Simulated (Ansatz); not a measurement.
Input:

Pd:
```
CELL_PARAMETERS angstrom
      0.00000     1.94823     1.94823
      1.94823     0.00000     1.94823
      1.94823     1.94823     0.00000
ATOMIC_POSITIONS crystal
  Pd 0.00000 0.00000 0.00000
```

This is the r²SCAN+D4-relaxed structure.

Problem. All from plane-wave PAW r²SCAN+D4 (Ansatz code), unless another level is named. Give the bulk modulus (Birch–Murnaghan fit).

Solution. 192 GPa.

Problem. Next, the elastic constants (relaxed ions, GPa)?

Solution. C11 = 226, C12 = 175, C44 = 76.9.

Space group Fm-3m (fcc (Cu type)). The cell was relaxed with r²SCAN+D4 under the symmetry of its start. The run is not spin-polarised. The pairwise dispersion correction was not fitted to metals. As this level gives no gap, shear constants depend on the k-mesh and smearing (Fermi–Dirac, 0.1 eV here). On the denser mesh and wider smearing of the elastic run this cell carries a stress of 0.4 GPa.

Potentials: the later of the program's two PAW sets.
